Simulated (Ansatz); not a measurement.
BaTiO$_{3}$:
```
CELL_PARAMETERS angstrom
      3.96988     0.00000     0.00000
      0.00000     3.96988     0.00000
      0.00000     0.00000     3.96988
ATOMIC_POSITIONS crystal
  Ba 0.00000 0.00000 0.00000
  Ti 0.50000 0.50000 0.50000
  O  0.00000 0.50000 0.50000
  O  0.50000 0.50000 0.00000
  O  0.50000 0.00000 0.50000
```

Cartesian axes are those of the cell as given.

Give the high-frequency dielectric tensor and the Born effective charge tensors of the independent atoms from DFPT, plane-wave PAW PBEsol (Ansatz code).


ε∞:
```
6.73  0.00  0.00
0.00  6.73  0.00
0.00  0.00  6.73
```
Z* of atom 1 (Ba), rows: field, columns: displacement, in e:
```
2.78  0.00  0.00
0.00  2.78  0.00
0.00  0.00  2.78
```
Z* of atom 2 (Ti), rows: field, columns: displacement, in e:
```
7.34  0.00  0.00
0.00  7.34  0.00
0.00  0.00  7.34
```
Z* of atom 3 (O), rows: field, columns: displacement, in e:
```
-5.80   0.00   0.00
 0.00  -2.16   0.00
 0.00   0.00  -2.16
```

Space group Pm-3m (cubic perovskite). This is a known high-temperature phase of the composition, computed here at zero pressure and temperature. The cell was relaxed with PBEsol under the symmetry of its start; its stability against distortions is not shown here. The run is not spin-polarised. Spin–orbit coupling is left out wherever it is not named.

Potentials: the later of the program's two PAW sets.
